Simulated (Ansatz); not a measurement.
The relaxed structure here is a generated cell of Rh: the first start was made by a random draw of sites in a space group, and the end was not matched to a known phase here, so it may be hypothetical. Known forms of Rh include space group No. 225.

A relaxed structure of Rh. Space group P6/mmm (No. 191), AFLOW prototype A_hP1_191_a (A_f, as in Sn). The numbers are results of PBE (plane waves to 420 eV, PAW, scalar-relativistic; Ansatz, an electronic-structure program), not measurements.

```cif
data_Rh
_chemical_formula_sum 'Rh1'
_space_group_name_H-M_alt 'P6/mmm'
_space_group_IT_number 191
_space_group_name_Hall '-P 6 2'
_cell_length_a 2.63837
_cell_length_b 2.63837
_cell_length_c 2.54260
_cell_angle_alpha 90.000
_cell_angle_beta 90.000
_cell_angle_gamma 120.000
loop_
_atom_site_label
_atom_site_type_symbol
_atom_site_symmetry_multiplicity
_atom_site_Wyckoff_symbol
_atom_site_fract_x
_atom_site_fract_y
_atom_site_fract_z
_atom_site_occupancy
Rh1 Rh 1 b 0.00000 0.00000 0.50000 1
```

```yaml
volume_per_atom: 15.33 Å³
band_gap: zero (metallic)
shortest_distances: Rh–Rh 2.54 Å
k-mesh: 20×20×18
```

No spin polarisation in the result.

The run could not lose the symmetry of its start, so the end can be a saddle point.
